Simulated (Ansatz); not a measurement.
Relaxation of a relaxed Si2W cell displaced along its unstable phonon at q = (0, 0, ½) of its primitive reciprocal cell (188i cm⁻¹), largest move 0.15 Å; 12 atoms in the cell, which starts as P4₂/nmc, origin choice 1 (No. 137), tP12; a = b = 6.276 Å, c = 5.494 Å, α = β = γ = 90.00°. Computed with PBE (plane waves to 420 eV, PAW, scalar-relativistic; Ansatz, a first-principles code). Γ-centred k-mesh 5×5×6 on the run's cell (coarser than for final values), Fermi–Dirac smearing 0.05 eV. This is the first round of the run. 

The optimiser's lines from the output (shortened; P is positive under compression):

```
relax step   1: F+E_penalty+E_count = -46626.68288653 eV  Δ(F+E_penalty+E_count) = +0.000e0 eV  max|allowed force component| = 2.533e-1 eV/Å  Δτ_max = 0.0000 Å  P = -1.186 GPa  Ω = 216.368 Å³  (9 SCF iters, dr2 threshold 1.00e-7 eV, accepted)
relax step   2: F+E_penalty+E_count = -46627.03387551 eV  Δ(F+E_penalty+E_count) = -3.510e-1 eV  max|allowed force component| = 4.101e-1 eV/Å  Δτ_max = 0.0973 Å  P = +0.151 GPa  Ω = 211.670 Å³  (6 SCF iters, dr2 threshold 1.20e-6 eV, accepted)
relax step   3: F+E_penalty+E_count = -46627.44022197 eV  Δ(F+E_penalty+E_count) = -4.063e-1 eV  max|allowed force component| = 5.559e-1 eV/Å  Δτ_max = 0.1955 Å  P = +1.390 GPa  Ω = 204.653 Å³  (6 SCF iters, dr2 threshold 1.20e-6 eV, accepted)
relax step   4: F+E_penalty+E_count = -46627.11542289 eV  Δ(F+E_penalty+E_count) = +3.248e-1 eV  max|allowed force component| = 4.147e-1 eV/Å  Δτ_max = 0.1786 Å  P = +7.740 GPa  Ω = 195.592 Å³  (7 SCF iters, dr2 threshold 1.20e-6 eV, rejected (line search))
relax step   5: F+E_penalty+E_count = -46627.58708634 eV  Δ(F+E_penalty+E_count) = -1.469e-1 eV  max|allowed force component| = 1.367e-1 eV/Å  Δτ_max = 0.0868 Å  P = -0.341 GPa  Ω = 205.695 Å³  (9 SCF iters, accepted)
relax step   6: F+E_penalty+E_count = -46627.61924171 eV  Δ(F+E_penalty+E_count) = -3.216e-2 eV  max|allowed force component| = 2.613e-2 eV/Å  Δτ_max = 0.0954 Å  P = +0.424 GPa  Ω = 204.141 Å³  (5 SCF iters, dr2 threshold 1.17e-6 eV, accepted)
relax step   7: F+E_penalty+E_count = -46627.62107431 eV  Δ(F+E_penalty+E_count) = -1.833e-3 eV  max|allowed force component| = 6.003e-3 eV/Å  Δτ_max = 0.0085 Å  P = -0.007 GPa  Ω = 204.716 Å³  (4 SCF iters, dr2 threshold 1.04e-6 eV, accepted)
relax step   8: F+E_penalty+E_count = -46627.62112891 eV  Δ(F+E_penalty+E_count) = -5.460e-5 eV  max|allowed force component| = 3.014e-4 eV/Å  Δτ_max = 0.0018 Å  P = +0.011 GPa  Ω = 204.707 Å³  (5 SCF iters, dr2 threshold 5.92e-9 eV, accepted)
relax step   9: F+E_penalty+E_count = -46627.61906014 eV  Δ(F+E_penalty+E_count) = +2.069e-3 eV  max|allowed force component| = 2.838e-4 eV/Å  Δτ_max = 0.0000 Å  P = +0.010 GPa  Ω = 204.707 Å³  stress off target by 1.24e-2 GPa  SCF on the basis re-selected at this cell (its energy is not comparable with the rows above)  (5 SCF iters)
```

From the first to the last row the energy changes by -0.08 eV/atom and the volume by -5.4 %. The last row is marked as not comparable with the walk above it, whose basis was carried along; it does compare with step 1, since both stand on a basis selected at the nominal cutoff for their own cell.

Step 4 was rejected by the optimiser.

Later rounds, restarted from the end of this one on a renewed k-mesh, logged 9 more steps and released under 0.01 eV/atom more. The final structure after all rounds: I4/mmm (No. 139), tI12; a = 6.1881 Å, b = 6.1881 Å, c = 5.3467 Å, α = 90.00°, β = 90.00°, γ = 90.00°. Between re-selections the logged energies stand on a plane-wave basis carried along with the cell. No spin polarisation in the result.

The run could not lose the symmetry of its start.

Of the parent cell (P4/nmm (No. 129)): it is a generated cell of Si2W: the first start was made by placing the elements on the sites of a structure type, and the end was not matched to a known phase here, so it may be hypothetical. Known forms of Si2W include space group No. 139.

The first start was generated by placing the elements on the sites of a structure type. A measured structure of Si2W has the same space group, I4/mmm (No. 139); the sites were not compared with it.
